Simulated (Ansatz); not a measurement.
VN:
```
CELL_PARAMETERS angstrom
      2.71022     0.00000     0.00000
     -1.35511     2.34712     0.00000
      0.00000     0.00000     2.62149
ATOMIC_POSITIONS crystal
  V  0.66667 0.33333 0.00000
  N  0.33333 0.66667 0.50000
```

Relaxed with PBEsol. Special points in fractions of this cell's reciprocal vectors: Γ (0.000, 0.000, 0.000); M (0.500, 0.000, 0.000); K (0.333, 0.333, 0.000); A (0.000, 0.000, 0.500); L (0.500, 0.000, 0.500); H (0.333, 0.333, 0.500).

List the band energies nearest the Fermi level at these points for PBEsol in the plane-wave PAW code Ansatz.

In eV from the Fermi level; about four levels below and three above (degenerate sets whole), none deeper than 8.9 eV; … stands for higher levels left out; points with the same levels are listed once.

| k | below | above |
|---|---|---|
| Γ | -3.60 -3.60 -2.95 -1.60 | 1.92 1.92 … |
| M | -7.74 -3.95 -2.50 -2.21 | 1.48 2.72 2.83 |
| K | -6.40 -5.71 -3.90 | 0.45 0.55 1.36 |
| A | -2.70 -2.70 -0.17 -0.17 | 2.28 … |
| L | -6.62 -5.90 -4.75 | 0.06 2.59 3.02 |
| H | -7.50 -6.28 -3.53 -0.25 | 2.73 3.17 4.43 |

Space group P-6m2. The workflow started from a Materials Project entry (that database holds measured and hypothetical structures alike); the Crystallography Open Database copy checked does not list it. It is not the phase usual at ambient conditions (space group No. 225). The PBEsol relaxation kept the symmetry of its start; its stability against distortions is not shown here. No spin polarisation was allowed.

Potentials: the later of the program's two PAW sets.
